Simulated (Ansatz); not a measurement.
## Elastic constants of ZnPt at 2 GPa (stress–strain coefficients): input and output

These are results of DFT LDA, scalar-relativistic, plane waves, PAW (Ansatz), not measurements.

Launched with:
```bash
ansatz run input.yaml --threads 1 --pin off --max-ram 3072MiB --backend cpu --events-out ev --progress --plain --runs-dir out
```

Input (bare energies are in eV):
```yaml
crystal:
  lattice:
    - [2.8032085273, 0.0, 0.0]
    - [0.0, 2.8032085273, 0.0]
    - [0.0, 0.0, 3.4297228157]
  atoms:
    - { symbol: Zn, position: [0.5, 0.5, 0.5] }
    - { symbol: Pt, position: [0.0, 0.0, 0.0] }
basis:
  ecutwfc: 420
kpoints:
  mp_grid: { grid: [16, 16, 12] }
hamiltonian:
  xc: lda
scf:
  occupations: { method: fermi_dirac, width: 0.15 }
output:
  forces: true
  stress: true
  eigenvalues: true
elastic:
  mode: relaxed_ion
  amplitude: 0.005
```

From the output:
```
--- Elastic constants: 4 strain directions × 4 members + reference (group order 16) ---
  dense FFT box of the reference and of every strained cell: 20×20×24
  strains applied: 11, 33, 23, 12; error gains: componentwise 1.00 (the most a stress slope's error grows in a printed constant), spectral 1.41 (1 for all six strains in a standard setting)
  C = ∂σ_k/∂η_j (tension-positive GPa; Voigt order 11 22 33 23 13 12):
       379.631    130.871    198.222     -0.000      0.000      0.000
       130.871    379.631    198.222     -0.000      0.000      0.000
       198.182    198.182    270.779     -0.000      0.000      0.000
         0.000     -0.000      0.000     97.731      0.000      0.000
         0.000     -0.000     -0.000     -0.000     97.731      0.000
         0.000     -0.000     -0.000      0.000      0.000     67.111
  reference stress σ⁰ (GPa):     -2.001     -2.001     -1.998      0.000      0.000      0.000
  C* (energy form; C + prestress term) asymmetry max|C*_kj − C*_jk| = 3.680e-2 GPa — a small one proves nothing (zero by symmetry where the batch's group is 432, −43m or m−3m); a large one is finite-difference/SCF noise where every solve ...
  moduli (Voigt/Reuss/Hill, GPa): K = 231.62/230.14/230.88   G = 86.03/74.97/80.50   E = 216.35   ν = 0.344
  mechanically stable: yes (min eigenvalue of sym C = 67.11 GPa)
  strain η (Voigt 11):  stress-route row diagonal C_11 = 379.63 GPa, energy-path curvature d²(F+E_count+ΔE)/dδ²/Ω₀ = 379.58 GPa
    cells at ±δ against ±2δ: C11 379.78 and 380.24 GPa, apart by 0.12 % of the column's largest entry
         δ    σ_11 (GPa) F (eV) n_scf n_hpsi n_pw
    -1.000e-2      -5.9981      -15492.4145471       8  199207    540   relax 0 steps, max|allowed force component| 3.16e-30 eV/Å
    -5.000e-3      -3.9484      -15492.4187245       4  162405    540   relax 0 steps, max|allowed force component| 6.31e-30 eV/Å
     5.000e-3      -0.1506      -15492.4221142       4  156092    546   relax 0 steps, max|allowed force component| 0.00e0 eV/Å
     1.000e-2       1.6067      -15492.4214971       7  182280    547   relax 0 steps, max|allowed force component| 3.94e-31 eV/Å
  strain η (Voigt 33):  stress-route row diagonal C_33 = 270.78 GPa, energy-path curvature d²(F+E_count+ΔE)/dδ²/Ω₀ = 270.80 GPa
    cells at ±δ against ±2δ: C33 270.82 and 270.94 GPa, apart by 0.05 % of the column's largest entry
         δ    σ_33 (GPa) F (eV) n_scf n_hpsi n_pw
    -1.000e-2      -4.7734      -15492.4155399       8  116071    540   relax 0 steps, max|allowed force component| 1.58e-30 eV/Å
    -5.000e-3      -3.3688      -15492.4189575       4   87968    540   relax 0 steps, max|allowed force component| 4.73e-30 eV/Å
     5.000e-3      -0.6606      -15492.4223291       5   93744    552   relax 0 steps, max|allowed force component| 1.32e-29 eV/Å
     1.000e-2       0.6455      -15492.4223351       7  100696    552   relax 0 steps, max|allowed force component| 1.97e-31 eV/Å
  strain η (Voigt 23):  stress-route row diagonal C_44 = 97.73 GPa, energy-path curvature d²(F+E_count+ΔE)/dδ²/Ω₀ = 98.67 GPa
    cells at ±δ against ±2δ: C44 97.74 and 97.76 GPa, apart by 0.02 % of the column's largest entry
         δ    σ_23 (GPa) F (eV) n_scf n_hpsi n_pw
    -1.000e-2      -0.9776      -15492.4203845       8  319374    545   relax 0 steps, max|allowed force component| 2.29e-29 eV/Å
    -5.000e-3      -0.4887      -15492.4210076       3  234204    543   relax 0 steps, max|allowed force component| 0.00e0 eV/Å
     5.000e-3       0.4887      -15492.4210076       3  230171    543   relax 0 steps, max|allowed force component| 0.00e0 eV/Å
     1.000e-2       0.9776      -15492.4203845       6  251821    545   relax 0 steps, max|allowed force component| 2.21e-29 eV/Å
  strain η (Voigt 12):  stress-route row diagonal C_66 = 67.11 GPa, energy-path curvature d²(F+E_count+ΔE)/dδ²/Ω₀ = 67.99 GPa
    cells at ±δ against ±2δ: C66 67.12 and 67.14 GPa, apart by 0.03 % of the column's largest entry
         δ    σ_12 (GPa) F (eV) n_scf n_hpsi n_pw
    -1.000e-2      -0.6714      -15492.4206436       7  172116    542   relax 0 steps, max|allowed force component| 2.45e-29 eV/Å
    -5.000e-3      -0.3356      -15492.4210732       4  142348    542   relax 0 steps, max|allowed force component| 1.07e-28 eV/Å
     5.000e-3       0.3356      -15492.4210732       4  138822    542   relax 0 steps, max|allowed force component| 1.03e-29 eV/Å
     1.000e-2       0.6714      -15492.4206436       7  157316    542   relax 0 steps, max|allowed force component| 2.05e-29 eV/Å
```

It took 3.7 min on 1 thread of Arm Neoverse V1, on a shared host, peak memory 0.69 GiB.

In a metal, frequencies and elastic constants depend on the k mesh and the smearing, soft modes and shear constants most. Spin–orbit coupling is left out, which can shift energies with elements as heavy as these.